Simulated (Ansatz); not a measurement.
Two states of Al2WOF

```xyz
10
Lattice="-4.8453 0.0000 0.0000 0.0000 -4.8453 0.0000 0.0000 2.4227 5.3112" Properties=species:S:1:pos:R:3 pbc="T T T"
Al   -3.7823   -3.6340    1.5549
Al   -1.0631   -1.2113    1.5549
Al   -3.7823   -1.2113    3.7563
Al   -1.0631    1.2113    3.7563
O     0.0000    0.0000    2.6556
O     0.0000   -2.4227    2.6556
F    -2.4227    0.0000    2.6556
F    -2.4227   -2.4227    2.6556
W    -3.7808   -1.2113    0.0000
W    -1.0645   -3.6340    0.0000
```

Single point in Ansatz 0.2.0 with PBE, with U_eff = 2.46 eV on W d, V = 0.53 eV between W d and F p within 3.863 Å (all-electron-ortho-atomic projectors). Cutoff 420 eV, PAW datasets, 4×4×4 (shifted by 0, 0, 0.5 steps) k mesh, fermi-dirac filling (width 0.1 eV).

State A: W9 up, W10 up (collinear spin). State B: W9 up, W10 down (collinear spin).

Q: Which state is lower, and how do they differ?

A: State A is lower by 18.8 meV an atom at zero smearing.

```csv
state,free energy (meV/atom),largest moment in a small sphere (μB),net moment (μB/cell),gap on mesh (eV),pressure (GPa),largest force (eV/Å)
A,0.0,1.88,5.87,metal,5.5,1.75
B,18.3,1.99,0.00,metal,6.6,1.54
```

Origin: a known structure type with other elements, at an estimated volume, so it need not be a known compound. Caveats: the k mesh is coarse if the cell is a metal; atoms or cell far from equilibrium.
